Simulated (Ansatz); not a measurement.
Ba2Hg:
```yaml
crystal:
  lattice:
    - [-2.11045, 2.11045, 7.69705]
    - [2.11045, -2.11045, 7.69705]
    - [2.11045, 2.11045, -7.69705]
  atoms:
    - { symbol: Ba, position: [0.37338, 0.37338, 0.00000] }
    - { symbol: Ba, position: [0.62662, 0.62662, 0.00000] }
    - { symbol: Hg, position: [0.00000, 0.00000, 0.00000] }
```

Relaxed with r²SCAN.

Problem. Map the electron localisation function on the plane through (0.373, 0.373, 0.000) spanned by u = [1, 1, 0] and v = [1, -1, 0] in lattice vectors, from the program Ansatz at the r²SCAN level (PAW).

Solution. x is the fraction of u, y of v (the angle between them is 90°; rows are the nearest grid lines); atoms in the plane: Ba at (0.00, 0.00), Ba at (0.50, 0.50), Ba at (0.25, 0.00), Ba at (0.75, 0.50), Hg at (0.13, 0.50), Hg at (0.63, 0.00).
```
| .@%.  #@-  @%: =##*=-+*%*+--=*##= .%@. |
| -@%.  #@= .@%: =##*=-=*%*+--=*##= .%@- |
|%@@+   =@@%@@#. =**+=-=+++=-==+**+..*@@%|
|@@%-   :%@@@@+ .=+=----=+=-----=+=. =@@@|
|@@*.....+%@@%: .==:.:---=---:..:-=: :#@@|
|-:..---..:--. .::. ...:---:. ....:-. .--|
|...:---:. ....:-. .-:..---..:--. .::. ..|
| .:-----:.  .:-: .=#*:..-:.:+##=. :-:.. |
|.:---=---:..:-=: :#@@*.....+%@@%: .==:..|
|==-=+++=-==+**+..*@@@@+   =@@%@@#. =**+=|
|==-=+*+=-==+*#=..#@##@#   *@#:*@%. =**+=|
|+=-=*%*+--=*##= .%@--@%.  #@= .@%: =##*+|
|+=-=*%*+--=*##= .%@--@%.  #@= .@%: =##*+|
|==-=+*+=-==+*#=..#@##@#   *@#:*@%. =**+=|
|==-=+++=-==+**+..*@@@@+   =@@%@@#. =**+=|
|.:---=---:..:-=: :#@@*.....+%@@%: .==:..|
| .:-----:.  .:-: .=#*:..-:.:+##=. :-:.. |
|...:---:. ....:-. .-:..---..:--. .::. ..|
|-:..---..:--. .::. ...:---:. ....:-. .--|
|@@*.....+%@@%: .==:.:---=---:..:-=: :#@@|
|@@%-   :%@@@@+ .=+=----=+=-----=+=. =@@@|
|%@@+   =@@%@@#. =**+=-=+++=-==+**+..*@@%|
| -@%.  #@= .@%: =##*=-=*%*+--=*##= .%@- |
| .@%.  #@-  @%: =##*=-+*%*+--=*##= .%@. |
```
Scale: ten equal steps from 0.000 (start of ' ') to 0.884 (end of '@'), in the order ' .:-=+*#%@'; x runs from 0.000 to 1.00, y from 0.000 (bottom) to 1.00 (top).

The density is the valence pseudo-density with augmentation charge, so density and ELF within about 1 Å of a nucleus are not all-electron values.

Space group I4/mmm (MoSi2 or CaC2 type). The workflow started from an entry of the Crystallography Open Database (COD). Whether it is the stable phase at ambient conditions was not checked. The cell was relaxed with r²SCAN under the symmetry of its start; whether a distortion lowers the energy is not shown. Scalar-relativistic: spin–orbit coupling is off unless named, which matters more the heavier the elements.

Potentials: the later of the program's two PAW sets.
